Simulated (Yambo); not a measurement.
Absorption of Rb$_{3}$AlF$_{6}$ (space group Fm-3m, No. 225) with and without the electron-hole interaction (Yambo, PBEsol bands; 4×4×4 mesh, 17 valence and 6 conduction bands, static screening with 100 bands and a 3 Ry block, scissor 3.83 eV, Tamm-Dancoff; field along x).

```json
[
 {"E (eV)": "7.85", "Im ε, BSE": "0.04", "Im ε, independent quasiparticles": "0.01"},
 {"E (eV)": "7.95", "Im ε, BSE": "0.04", "Im ε, independent quasiparticles": "0.01"},
 {"E (eV)": "8.05", "Im ε, BSE": "0.05", "Im ε, independent quasiparticles": "0.01"},
 {"E (eV)": "8.15", "Im ε, BSE": "0.06", "Im ε, independent quasiparticles": "0.01"},
 {"E (eV)": "8.25", "Im ε, BSE": "0.07", "Im ε, independent quasiparticles": "0.01"},
 {"E (eV)": "8.35", "Im ε, BSE": "0.08", "Im ε, independent quasiparticles": "0.01"},
 {"E (eV)": "8.45", "Im ε, BSE": "0.09", "Im ε, independent quasiparticles": "0.01"},
 {"E (eV)": "8.55", "Im ε, BSE": "0.12", "Im ε, independent quasiparticles": "0.01"},
 {"E (eV)": "8.65", "Im ε, BSE": "0.15", "Im ε, independent quasiparticles": "0.01"},
 {"E (eV)": "8.75", "Im ε, BSE": "0.19", "Im ε, independent quasiparticles": "0.01"},
 {"E (eV)": "8.85", "Im ε, BSE": "0.27", "Im ε, independent quasiparticles": "0.01"},
 {"E (eV)": "8.95", "Im ε, BSE": "0.39", "Im ε, independent quasiparticles": "0.01"},
 {"E (eV)": "9.05", "Im ε, BSE": "0.63", "Im ε, independent quasiparticles": "0.01"},
 {"E (eV)": "9.15", "Im ε, BSE": "1.14", "Im ε, independent quasiparticles": "0.01"},
 {"E (eV)": "9.25", "Im ε, BSE": "2.15", "Im ε, independent quasiparticles": "0.01"},
 {"E (eV)": "9.35", "Im ε, BSE": "2.86", "Im ε, independent quasiparticles": "0.01"},
 {"E (eV)": "9.45", "Im ε, BSE": "1.87", "Im ε, independent quasiparticles": "0.02"},
 {"E (eV)": "9.55", "Im ε, BSE": "1.02", "Im ε, independent quasiparticles": "0.02"},
 {"E (eV)": "9.65", "Im ε, BSE": "0.64", "Im ε, independent quasiparticles": "0.02"},
 {"E (eV)": "9.75", "Im ε, BSE": "0.49", "Im ε, independent quasiparticles": "0.02"},
 {"E (eV)": "9.85", "Im ε, BSE": "0.48", "Im ε, independent quasiparticles": "0.02"},
 {"E (eV)": "9.95", "Im ε, BSE": "0.62", "Im ε, independent quasiparticles": "0.03"},
 {"E (eV)": "10.05", "Im ε, BSE": "0.88", "Im ε, independent quasiparticles": "0.03"},
 {"E (eV)": "10.15", "Im ε, BSE": "0.79", "Im ε, independent quasiparticles": "0.03"},
 {"E (eV)": "10.25", "Im ε, BSE": "0.49", "Im ε, independent quasiparticles": "0.04"},
 {"E (eV)": "10.35", "Im ε, BSE": "0.35", "Im ε, independent quasiparticles": "0.05"},
 {"E (eV)": "10.45", "Im ε, BSE": "0.31", "Im ε, independent quasiparticles": "0.08"},
 {"E (eV)": "10.55", "Im ε, BSE": "0.33", "Im ε, independent quasiparticles": "0.11"},
 {"E (eV)": "10.65", "Im ε, BSE": "0.36", "Im ε, independent quasiparticles": "0.14"},
 {"E (eV)": "10.75", "Im ε, BSE": "0.42", "Im ε, independent quasiparticles": "0.13"},
 {"E (eV)": "10.85", "Im ε, BSE": "0.48", "Im ε, independent quasiparticles": "0.13"},
 {"E (eV)": "10.95", "Im ε, BSE": "0.62", "Im ε, independent quasiparticles": "0.14"},
 {"E (eV)": "11.05", "Im ε, BSE": "0.94", "Im ε, independent quasiparticles": "0.18"},
 {"E (eV)": "11.15", "Im ε, BSE": "1.15", "Im ε, independent quasiparticles": "0.26"},
 {"E (eV)": "11.25", "Im ε, BSE": "1.12", "Im ε, independent quasiparticles": "0.43"},
 {"E (eV)": "11.35", "Im ε, BSE": "0.99", "Im ε, independent quasiparticles": "0.63"},
 {"E (eV)": "11.45", "Im ε, BSE": "0.90", "Im ε, independent quasiparticles": "0.66"},
 {"E (eV)": "11.55", "Im ε, BSE": "0.86", "Im ε, independent quasiparticles": "0.59"},
 {"E (eV)": "11.65", "Im ε, BSE": "1.03", "Im ε, independent quasiparticles": "0.43"},
 {"E (eV)": "11.75", "Im ε, BSE": "1.03", "Im ε, independent quasiparticles": "0.34"},
 {"E (eV)": "11.85", "Im ε, BSE": "0.84", "Im ε, independent quasiparticles": "0.28"},
 {"E (eV)": "11.95", "Im ε, BSE": "0.66", "Im ε, independent quasiparticles": "0.29"},
 {"E (eV)": "12.05", "Im ε, BSE": "0.62", "Im ε, independent quasiparticles": "0.38"},
 {"E (eV)": "12.15", "Im ε, BSE": "0.55", "Im ε, independent quasiparticles": "0.57"},
 {"E (eV)": "12.25", "Im ε, BSE": "0.56", "Im ε, independent quasiparticles": "0.66"},
 {"E (eV)": "12.35", "Im ε, BSE": "0.52", "Im ε, independent quasiparticles": "0.56"},
 {"E (eV)": "12.45", "Im ε, BSE": "0.46", "Im ε, independent quasiparticles": "0.53"},
 {"E (eV)": "12.55", "Im ε, BSE": "0.49", "Im ε, independent quasiparticles": "0.65"},
 {"E (eV)": "12.65", "Im ε, BSE": "0.44", "Im ε, independent quasiparticles": "0.73"},
 {"E (eV)": "12.75", "Im ε, BSE": "0.42", "Im ε, independent quasiparticles": "0.63"},
 {"E (eV)": "12.85", "Im ε, BSE": "0.44", "Im ε, independent quasiparticles": "0.55"},
 {"E (eV)": "12.95", "Im ε, BSE": "0.42", "Im ε, independent quasiparticles": "0.60"},
 {"E (eV)": "13.05", "Im ε, BSE": "0.40", "Im ε, independent quasiparticles": "0.71"},
 {"E (eV)": "13.15", "Im ε, BSE": "0.33", "Im ε, independent quasiparticles": "0.82"},
 {"E (eV)": "13.25", "Im ε, BSE": "0.31", "Im ε, independent quasiparticles": "0.86"},
 {"E (eV)": "13.35", "Im ε, BSE": "0.27", "Im ε, independent quasiparticles": "0.91"},
 {"E (eV)": "13.45", "Im ε, BSE": "0.28", "Im ε, independent quasiparticles": "1.06"},
 {"E (eV)": "13.55", "Im ε, BSE": "0.27", "Im ε, independent quasiparticles": "1.29"}
]
```

The scissor comes from a G0W0 run whose convergence isn't established. Broadening 0.15 eV. The band window holds all transitions up to 13.6 eV. Fine structure above the onset can come from the mesh.

Geometry of the Materials Project entry, not relaxed at this level; primitive cell a = 6.254 Å, b = 6.254 Å, c = 6.254 Å, α = 60.00°, β = 60.00°, γ = 60.00°.

The structure is a Materials Project entry; no match was found in the copy of COD used, and its stability was not checked.
